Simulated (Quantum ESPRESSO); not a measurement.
Si3AlO7F, finding a planted mistake in a log

Simulated, not a measurement. The program is pw.x of Quantum ESPRESSO 7.5 (plane-wave density functional theory). The cell is made up: 12 atoms on a rutile lattice, with randomly drawn elements, strain and displacements, not relaxed. PseudoDojo standard norm-conserving files (v0.5 for PBE, v0.4.1 for LDA and PBEsol) set the functional; there is no spin polarisation, spin-orbit coupling or dispersion term, and the masses in the input are unused placeholders.

Intended input:

```
&control calculation='scf', pseudo_dir='./dojo.nc.sr.pbe.v0_5.standard.upf', outdir='./o', disk_io='medium', tprnfor=.true., tstress=.true. /
&system ibrav=0, nat=12, ntyp=4, nbnd=38, ecutwfc=84.00895049, nosym=.true., tot_charge=0,
 occupations='smearing', smearing='fd', degauss=0.0018374661
/
&electrons conv_thr=7.350e-09, electron_maxstep=60, /
ATOMIC_SPECIES
Al 1.0 Al.upf
F 1.0 F.upf
O 1.0 O.upf
Si 1.0 Si.upf
CELL_PARAMETERS angstrom
4.2598 0.0 0.0
0.0 4.2598 0.0
0.0 0.0 5.4179
ATOMIC_POSITIONS angstrom
Si 0.0258 -0.0243 -0.0496
Si 2.1009 2.1857 1.309
Si -0.0257 -0.0294 2.6371
Al 2.2834 2.1681 4.057
O 1.1707 1.2723 -0.0114
O 2.977 2.9403 -0.0102
O 3.3181 0.8057 1.2618
O 0.8756 3.4053 1.346
O 1.3184 1.3448 2.666
F 2.9663 2.9754 2.7769
O 3.4256 0.819 4.1333
O 0.8087 3.4737 4.0305
K_POINTS automatic
5 5 4 1 1 1
```

The log is shortened where brackets say so; the opening notice, blank lines, dates and the lines on written files are dropped, and the path of the files is cut. It prints rydbergs, bohrs and kilobars, and counts compression as positive stress. Where no state is partly filled, the Fermi energy that it prints is only some level between the filled and the empty states on the mesh, and need not lie in the true gap.

Log of the intended run:

```
     Program PWSCF v.7.5
     Parallel version (MPI & OpenMP), running on       1 processor cores
     Number of MPI processes:                 1
     Threads/MPI process:                     1
     [start-up lines left out]
     bravais-lattice index     =            0
     lattice parameter (alat)  =       8.0499  a.u.
     unit-cell volume          =     663.4466 (a.u.)^3
     number of atoms/cell      =           12
     number of atomic types    =            4
     number of electrons       =        64.00
     number of Kohn-Sham states=           38
     kinetic-energy cutoff     =      84.0090  Ry
     charge density cutoff     =     336.0358  Ry
     scf convergence threshold =      7.3E-09
     mixing beta               =       0.7000
     number of iterations used =            8  plain     mixing
     Exchange-correlation= PBE
                           (   1   4   3   4   0   0   0)
     [axes and pseudopotential details left out]
   Cartesian axes
     site n.     atom                  positions (alat units)
         1        Si     tau(   1) = (   0.0060566  -0.0057045  -0.0116437  )
         2        Si     tau(   2) = (   0.4931922   0.5130992   0.3072914  )
         3        Si     tau(   3) = (  -0.0060331  -0.0069017   0.6190666  )
         4        Al     tau(   4) = (   0.5360346   0.5089676   0.9523921  )
         5        O      tau(   5) = (   0.2748251   0.2986760  -0.0026762  )
         6        O      tau(   6) = (   0.6988591   0.6902437  -0.0023945  )
         7        O      tau(   7) = (   0.7789333   0.1891403   0.2962111  )
         8        O      tau(   8) = (   0.2055496   0.7994037   0.3159773  )
         9        O      tau(   9) = (   0.3094981   0.3156956   0.6258510  )
        10        F      tau(  10) = (   0.6963472   0.6984835   0.6518851  )
        11        O      tau(  11) = (   0.8041692   0.1922625   0.9703038  )
        12        O      tau(  12) = (   0.1898446   0.8154608   0.9461712  )
     number of k points=    50  Fermi-Dirac smearing, width (Ry)=  0.0018
                       cart. coord. in units 2pi/alat
        k(    1) = (   0.1000000   0.1000000   0.0982807), wk =   0.0400000
        k(    2) = (   0.1000000   0.1000000   0.2948421), wk =   0.0400000
     [further k points left out]
     Dense  grid:    69055 G-vectors     FFT dimensions: (  48,  48,  60)
     Estimated max dynamical RAM per process >      98.96 MB
     Initial potential from superposition of free atoms
     starting charge      63.9957, renormalised to      64.0000
     Starting wfcs are   48 randomized atomic wfcs
     total cpu time spent up to now is       13.7 secs
     per-process dynamical memory:    65.6 Mb
     Self-consistent Calculation
     iteration #  1     ecut=    84.01 Ry     beta= 0.70
     Davidson diagonalization with overlap
     ethr =  1.00E-02,  avg # of iterations =  2.6
     total cpu time spent up to now is       46.1 secs
     total energy              =    -310.68922445 Ry
     estimated scf accuracy    <       2.55746813 Ry
     iteration #  2     ecut=    84.01 Ry     beta= 0.70
     Davidson diagonalization with overlap
     ethr =  4.00E-03,  avg # of iterations =  2.7
     total cpu time spent up to now is       79.3 secs
     total energy              =    -311.42635136 Ry
     estimated scf accuracy    <       1.65202271 Ry
     [iterations 3 to 9 left out]
     iteration # 10     ecut=    84.01 Ry     beta= 0.70
     Davidson diagonalization with overlap
     ethr =  9.56E-10,  avg # of iterations =  2.0
     total cpu time spent up to now is      318.7 secs
     total energy              =    -311.74572663 Ry
     estimated scf accuracy    <       0.00000002 Ry
     iteration # 11     ecut=    84.01 Ry     beta= 0.70
     Davidson diagonalization with overlap
     ethr =  3.72E-11,  avg # of iterations =  3.1
     total cpu time spent up to now is      345.9 secs
     End of self-consistent calculation
     [lines on levels left out]
     the Fermi energy is    12.5910 ev
!    total energy              =    -311.74572663 Ry
     estimated scf accuracy    <          4.8E-09 Ry
     smearing contrib. (-TS)   =       0.00000000 Ry
     internal energy E=F+TS    =    -311.74572663 Ry
     The total energy is F=E-TS. E is the sum of the following terms:
     one-electron contribution =     -46.05856359 Ry
     hartree contribution      =      71.26766530 Ry
     xc contribution           =     -82.87340753 Ry
     ewald contribution        =    -254.08142082 Ry
     convergence has been achieved in  11 iterations
     Forces acting on atoms (cartesian axes, Ry/au):
     atom    1 type  4   force =     0.00934791    0.06190027   -0.02626274
     atom    2 type  4   force =    -0.11874048   -0.18722380   -0.12163216
     atom    3 type  4   force =     0.13623708    0.17690209    0.08761325
     atom    4 type  1   force =    -0.21728132   -0.15238201    0.09905945
     atom    5 type  3   force =     0.07717514    0.05802860    0.05104249
     atom    6 type  3   force =     0.04209089    0.05792518    0.12860333
     atom    7 type  3   force =     0.06305208   -0.05113074    0.10540582
     atom    8 type  3   force =    -0.06783211    0.04762593    0.02730270
     atom    9 type  3   force =     0.00478799    0.00852811   -0.04120316
     atom   10 type  2   force =     0.06078001    0.05955193   -0.13197758
     atom   11 type  3   force =     0.02154088   -0.06218635   -0.12478320
     atom   12 type  3   force =    -0.01115807   -0.01753922   -0.05316819
     Total force =     0.561118     Total SCF correction =     0.000125
     Computing stress (Cartesian axis) and pressure
          total   stress  (Ry/bohr**3)                   (kbar)     P=       75.21
   0.00023467   0.00013913   0.00006293           34.52       20.47        9.26
   0.00013913   0.00052869   0.00008307           20.47       77.77       12.22
   0.00006293   0.00008307   0.00077046            9.26       12.22      113.34
     init_run     :     12.70s CPU     13.64s WALL (       1 calls)
     electrons    :    314.55s CPU    332.21s WALL (       1 calls)
     forces       :      4.34s CPU      4.40s WALL (       1 calls)
     stress       :     21.10s CPU     21.18s WALL (       1 calls)
     [timing details left out]
     PWSCF        :   5m52.96s CPU   6m12.19s WALL
     JOB DONE.
```

A second run was made from an input with one planted mistake. Its log:

```
     Program PWSCF v.7.5
     Parallel version (MPI & OpenMP), running on       4 processor cores
     Number of MPI processes:                 4
     Threads/MPI process:                     1
     [start-up lines left out]
     bravais-lattice index     =            0
     lattice parameter (alat)  =       8.0499  a.u.
     unit-cell volume          =     663.4466 (a.u.)^3
     number of atoms/cell      =           12
     number of atomic types    =            4
     number of electrons       =        63.00
     number of Kohn-Sham states=           38
     kinetic-energy cutoff     =      84.0090  Ry
     charge density cutoff     =     336.0358  Ry
     scf convergence threshold =      7.3E-09
     mixing beta               =       0.7000
     number of iterations used =            8  plain     mixing
     Exchange-correlation= PBE
                           (   1   4   3   4   0   0   0)
     [axes and pseudopotential details left out]
   Cartesian axes
     site n.     atom                  positions (alat units)
         1        Si     tau(   1) = (   0.0060566  -0.0057045  -0.0116437  )
         2        Si     tau(   2) = (   0.4931922   0.5130992   0.3072914  )
         3        Si     tau(   3) = (  -0.0060331  -0.0069017   0.6190666  )
         4        Al     tau(   4) = (   0.5360346   0.5089676   0.9523921  )
         5        O      tau(   5) = (   0.2748251   0.2986760  -0.0026762  )
         6        O      tau(   6) = (   0.6988591   0.6902437  -0.0023945  )
         7        O      tau(   7) = (   0.7789333   0.1891403   0.2962111  )
         8        O      tau(   8) = (   0.2055496   0.7994037   0.3159773  )
         9        O      tau(   9) = (   0.3094981   0.3156956   0.6258510  )
        10        F      tau(  10) = (   0.6963472   0.6984835   0.6518851  )
        11        O      tau(  11) = (   0.8041692   0.1922625   0.9703038  )
        12        O      tau(  12) = (   0.1898446   0.8154608   0.9461712  )
     number of k points=    50  Fermi-Dirac smearing, width (Ry)=  0.0018
                       cart. coord. in units 2pi/alat
        k(    1) = (   0.1000000   0.1000000   0.0982807), wk =   0.0400000
        k(    2) = (   0.1000000   0.1000000   0.2948421), wk =   0.0400000
     [further k points left out]
     Dense  grid:    69055 G-vectors     FFT dimensions: (  48,  48,  60)
     Estimated max dynamical RAM per process >     163.99 MB
     Estimated total dynamical RAM >     605.38 MB
     Initial potential from superposition of free atoms
     starting charge      63.9957, renormalised to      63.0000
     Starting wfcs are   48 randomized atomic wfcs
     total cpu time spent up to now is        2.8 secs
     per-process dynamical memory:   127.0 Mb
     Self-consistent Calculation
     iteration #  1     ecut=    84.01 Ry     beta= 0.70
     Davidson diagonalization with overlap
     ethr =  1.00E-02,  avg # of iterations =  2.5
     total cpu time spent up to now is        7.3 secs
     total energy              =    -311.27956128 Ry
     estimated scf accuracy    <       2.80425282 Ry
     iteration #  2     ecut=    84.01 Ry     beta= 0.70
     Davidson diagonalization with overlap
     ethr =  4.45E-03,  avg # of iterations =  2.4
     total cpu time spent up to now is       11.9 secs
     total energy              =    -312.02123622 Ry
     estimated scf accuracy    <       1.90580386 Ry
     [iterations 3 to 12 left out]
     iteration # 13     ecut=    84.01 Ry     beta= 0.70
     Davidson diagonalization with overlap
     ethr =  2.13E-10,  avg # of iterations =  2.0
     total cpu time spent up to now is       54.8 secs
     total energy              =    -312.42594211 Ry
     estimated scf accuracy    <       0.00000004 Ry
     iteration # 14     ecut=    84.01 Ry     beta= 0.70
     Davidson diagonalization with overlap
     ethr =  6.62E-11,  avg # of iterations =  2.0
     total cpu time spent up to now is       58.3 secs
     End of self-consistent calculation
     [lines on levels left out]
     the Fermi energy is     8.7557 ev
!    total energy              =    -312.42594212 Ry
     estimated scf accuracy    <          4.2E-09 Ry
     smearing contrib. (-TS)   =      -0.00025126 Ry
     internal energy E=F+TS    =    -312.42569086 Ry
     The total energy is F=E-TS. E is the sum of the following terms:
     one-electron contribution =     -47.02446181 Ry
     hartree contribution      =      70.45321699 Ry
     xc contribution           =     -81.77302523 Ry
     ewald contribution        =    -254.08142082 Ry
     convergence has been achieved in  14 iterations
     Forces acting on atoms (cartesian axes, Ry/au):
     atom    1 type  4   force =    -0.02254038    0.01336570   -0.00177234
     atom    2 type  4   force =    -0.07589527   -0.13746545   -0.09762852
     atom    3 type  4   force =     0.11386523    0.14648204    0.06593335
     atom    4 type  1   force =    -0.19312936   -0.11784012    0.08273461
     atom    5 type  3   force =     0.06554234    0.04142396    0.03058100
     atom    6 type  3   force =     0.04016328    0.05680961    0.12154054
     atom    7 type  3   force =     0.05456496   -0.03276354    0.08984824
     atom    8 type  3   force =    -0.06071178    0.04455645    0.01698515
     atom    9 type  3   force =    -0.01140007   -0.00792410   -0.02940591
     atom   10 type  2   force =     0.06187747    0.06067081   -0.13165461
     atom   11 type  3   force =     0.02944584   -0.05369446   -0.10627819
     atom   12 type  3   force =    -0.00178226   -0.01362090   -0.04088330
     Total force =     0.468109     Total SCF correction =     0.000209
     Computing stress (Cartesian axis) and pressure
          total   stress  (Ry/bohr**3)                   (kbar)     P=     -161.64
  -0.00143156   0.00022686   0.00007355         -210.59       33.37       10.82
   0.00022686  -0.00109638   0.00008095           33.37     -161.28       11.91
   0.00007355   0.00008095  -0.00076840           10.82       11.91     -113.04
     init_run     :      2.62s CPU      2.73s WALL (       1 calls)
     electrons    :     55.12s CPU     55.54s WALL (       1 calls)
     forces       :      0.96s CPU      0.98s WALL (       1 calls)
     stress       :      3.01s CPU      3.02s WALL (       1 calls)
     [timing details left out]
     PWSCF        :   1m 1.81s CPU   1m 2.39s WALL
     JOB DONE.
```

Question: what was wrong in the second input?

Answer: the cell has the wrong charge. The input lines that differ, file-writing options aside:

```
- &system ibrav=0, nat=12, ntyp=4, nbnd=38, ecutwfc=84.00895049, nosym=.true., tot_charge=0,
+ &system ibrav=0, nat=12, ntyp=4, nbnd=38, ecutwfc=84.00895049, nosym=.true., tot_charge=1,
```

|  | intended run | run with the mistake |
| --- | --- | --- |
| free energy (eV) | -4241.517 | -4250.771 |
| smearing term -TS (eV) | 0.0000 | -0.0034 |
| pressure (GPa) | 7.52 | -16.16 |
| largest force component (eV/Å) | 5.587 | 4.966 |
| largest change of a force component (eV/Å) |  | 1.279 |
| iterations | 11 | 14 |

For scale, a rerun of the intended cell at a cutoff of 1437 eV and k mesh 7 x 7 x 6 moved values by no more than 0.003 eV in energy, 0.04 GPa in stress and 0.002 eV/Å in force. The charged cell sits in a uniform background, so its energy and stress rest on the program's zero of potential.